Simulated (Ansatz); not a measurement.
Ti3Ga:
```yaml
crystal:
  lattice:
    - [5.68559, 0.00000, 0.00000]
    - [-2.84279, 4.92386, 0.00000]
    - [0.00000, 0.00000, 4.62045]
  atoms:
    - { symbol: Ti, position: [0.17063, 0.34125, 0.75000] }
    - { symbol: Ti, position: [0.82937, 0.65875, 0.25000] }
    - { symbol: Ti, position: [0.82937, 0.17063, 0.25000] }
    - { symbol: Ti, position: [0.17063, 0.82937, 0.75000] }
    - { symbol: Ti, position: [0.65875, 0.82937, 0.75000] }
    - { symbol: Ti, position: [0.34125, 0.17063, 0.25000] }
    - { symbol: Ga, position: [0.66667, 0.33333, 0.75000] }
    - { symbol: Ga, position: [0.33333, 0.66667, 0.25000] }
```

Relaxed with r²SCAN. Special points in fractions of this cell's reciprocal vectors: Γ (0.000, 0.000, 0.000); M (0.500, 0.000, 0.000); K (0.333, 0.333, 0.000); A (0.000, 0.000, 0.500); L (0.500, 0.000, 0.500); H (0.333, 0.333, 0.500).

Question: List the band energies nearest the Fermi level at these points for the program Ansatz at the r²SCAN level (PAW).

Answer: In eV from the Fermi level; about four levels below and three above (degenerate sets whole), none deeper than 8.9 eV; points with the same levels are listed once.

```tsv
k	below	above
Γ	-0.77 -0.77 -0.69 -0.56 -0.08	0.82 0.82 0.90
M	-0.64 -0.53 -0.41 -0.22	0.61 0.64 0.81
K	-0.59 -0.59 -0.57 -0.09 -0.09	0.53 0.61 0.61
A	-0.61 -0.61 -0.23 -0.23	0.45 0.45 0.45 0.45
L	-0.41 -0.41 -0.07 -0.07	0.04 0.04 0.37 0.37
H	-0.36 -0.36 -0.05 -0.05	0.71 0.71 1.08 1.08
```

Space group P6_3/mmc. The first step of the workflow began from a Materials Project structure, measured or hypothetical; the Crystallography Open Database files this formula in space group No. 194, but the cells were not matched. Its standing as an ambient phase is unchecked. Symmetry was held in the r²SCAN relaxation; its stability against distortions is not shown here. The run is not spin-polarised. Scalar-relativistic: spin–orbit coupling is off unless named, which matters more the heavier the elements.

Potentials: the earlier of the program's two PAW sets.
